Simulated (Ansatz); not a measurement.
## Ga2S: relaxed-ion elastic tensor

Computed with DFT PBE, scalar-relativistic, plane waves, PAW in Ansatz 0.2.0. Cutoff 420 eV, 6×6×8 k-points (Γ-centred), Gaussian smearing of 0.10 eV. No spin polarisation.

The cell, relaxed at this level:
```
Ga S
1.0
     3.42727   -4.27959    0.00000
     3.42727    4.27959    0.00000
     0.00000    0.00000    4.87689
Ga S
4 2
Direct
  0.60328 0.39672 0.68584
  0.89672 0.10328 0.68584
  0.39672 0.60328 0.31416
  0.10328 0.89672 0.31416
  0.25000 0.25000 0.00000
  0.75000 0.75000 0.00000
```

It was reached by relaxing an invented guess, and it needn't be the stable form of this composition. In a metal, frequencies and elastic constants depend on the k mesh and the smearing, soft modes and shear constants most.

Q: Give the relaxed-ion elastic constants (GPa, Voigt order xx yy zz yz xz xy, on the Cartesian axes of the cell above).

A:
```
 73.9  10.9  30.2   0.0   0.0   0.0
 10.9 101.5  27.9   0.0   0.0   0.0
 30.3  27.9  69.4   0.0   0.0   0.0
  0.0   0.0   0.0  21.9   0.0   0.0
  0.0   0.0   0.0   0.0  28.3   0.0
  0.0   0.0   0.0   0.0   0.0  11.1
```

Q: Is the crystal stable against homogeneous strain?

A: Too close to call: the least eigenvalue is 11.1 GPa, within what the k mesh leaves open in a metal.
